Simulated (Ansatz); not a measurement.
Al2Cu (Al2Cu type, space group I4/mcm)

```
Al2Cu
1.0
   -3.02979     3.02979     2.43726
    3.02979    -3.02979     2.43726
    3.02979     3.02979    -2.43726
Al Cu
4 2
Direct
  0.65828   0.15828   0.81655
  0.84172   0.65828   0.50000
  0.15828   0.34172   0.50000
  0.34172   0.84172   0.18345
  0.25000   0.25000   0.00000
  0.75000   0.75000   0.00000
```

The slice is a (100) plane (indices of the conventional cell) through the point (0.158, 0.342, 0.500) (fractional), spanned by u = [110] and v = [101] in vectors of this cell: u (4.87 Å) and v (6.06 Å, at 90° to u). It covers one period; positions are fractions (u, v).

Level of theory: PBE (plane waves to 420 eV, PAW, scalar-relativistic; Ansatz, an electronic-structure program). k mesh 12×12×12. Near the nuclei the fields are pseudised (PAW); where an atom keeps semicore shells as valence, they peak there. Al2Cu is run without spin polarisation. Al2Cu was relaxed with its symmetry unable to fall.

Three fields on this plane, each scaled to ten steps between its own extremes (0 low, 9 high; the total valence density on a logarithmic scale, the potential cut 8 eV below its top; x marks points blanked near nuclei; v = 0 in the bottom row):

Map A
```
|xxxxxx643211111112346xxxxx|
|xxxxx66432222222223466xxxx|
|xxxxx76433344444333467xxxx|
|xxxx7654455666665544567xxx|
|xx7765555677xxx7765555677x|
|6665545567xxxxxxx765545566|
|444333457xxxxxxxxx75433344|
|222223466xxxxxxxxx66432222|
|11112346xxxxxxxxxxx6432111|
|00012356xxxxxxxxxxx6532100|
|01123467xxxxxxxxxxx7643211|
|222345788xxxxxxxxx88754322|
|334456789xxxxxxxxx98765443|
|5566677899xxxxxxx998776665|
|77777777899xxxxx9987777777|
|88877655677888887765567788|
|99876433345677765433346789|
|88764211123455543211124678|
|87642100002345432000012467|
|664210xx00134543100xx01246|
|55310xxxx013555310xxxx0135|
|543100xx01246664210xx00134|
|44310000124677764210000234|
|55432111235788875321112345|
|76654333457899987543334566|
|88876655677888887765566788|
|xx99887777777777777778899x|
|xxxx9987766665666677899xxx|
|xxxxx98765544344556789xxxx|
|xxxxx88754322222345788xxxx|
|xxxxxx764321111123467xxxxx|
|xxxxxx653210000012356xxxxx|
```

Map B
```
|xxxxxx379999999999973xxxxx|
|xxxxx04799999999999740xxxx|
|xxxxx26899887778899862xxxx|
|xxxx1578876544456788751xxx|
|xx0257887530xxx0357887520x|
|3456788752xxxxxxx257887654|
|778899862xxxxxxxxx26899887|
|999999750xxxxxxxxx05799999|
|99999973xxxxxxxxxxx3799999|
|99999873xxxxxxxxxxx3789999|
|88899873xxxxxxxxxxx3789988|
|778888740xxxxxxxxx04788887|
|566788751xxxxxxxxx15788766|
|4456788740xxxxxxx047887654|
|33467887641xxxxx1467887643|
|33456777765433345677776543|
|33456667777776777777666543|
|44455555677888887765555554|
|55554433467899987643344555|
|766542xx35678888653xx24566|
|87754xxxx467888764xxxx4577|
|887642xx24567776542xx24678|
|99876433345555555433346789|
|88877655555544455555567788|
|77777776665433345666777777|
|34456777765433345677776544|
|xx02467877643334677876420x|
|xxxx1578876544456788751xxx|
|xxxxx26788766566788762xxxx|
|xxxxx04788877777888740xxxx|
|xxxxxx378998888899873xxxxx|
|xxxxxx378999999999873xxxxx|
```

Map C
```
|xxxxxx321000000000123xxxxx|
|xxxxx33211000000011233xxxx|
|xxxxx33211111211111233xxxx|
|xxxx3322222333332222233xxx|
|xx4332222334xxx4332222334x|
|3332222233xxxxxxx332222233|
|221111233xxxxxxxxx33211112|
|000011233xxxxxxxxx33211000|
|00000123xxxxxxxxxxx3210000|
|00000123xxxxxxxxxxx3210000|
|00001223xxxxxxxxxxx3221000|
|111112344xxxxxxxxx44321111|
|222223345xxxxxxxxx54332222|
|3333334455xxxxxxx554443333|
|44444455555xxxxx5555544444|
|55555555555555555555555555|
|55666666655544455566666665|
|66677787765544455677877666|
|66678999876544456789998766|
|666789xx98655455689xx98766|
|55678xxxx876555678xxxx8765|
|555789xx98766566789xx98655|
|44567899987666667899987654|
|44556788877666667788876554|
|44555666666665666666665554|
|55555555555555555555555555|
|xx55555544444444444555555x|
|xxxx5544433333333344455xxx|
|xxxxx54332222222223345xxxx|
|xxxxx44322111111122344xxxx|
|xxxxxx432100000001234xxxxx|
|xxxxxx321000000000123xxxxx|
```

Assign the maps to these fields: electron localisation function (ELF); valence electron density; electrostatic potential energy of an electron, from the cell's mean.

A is the electron localisation function (ELF); B is the electrostatic potential energy of an electron, from the cell's mean; C is the valence electron density.
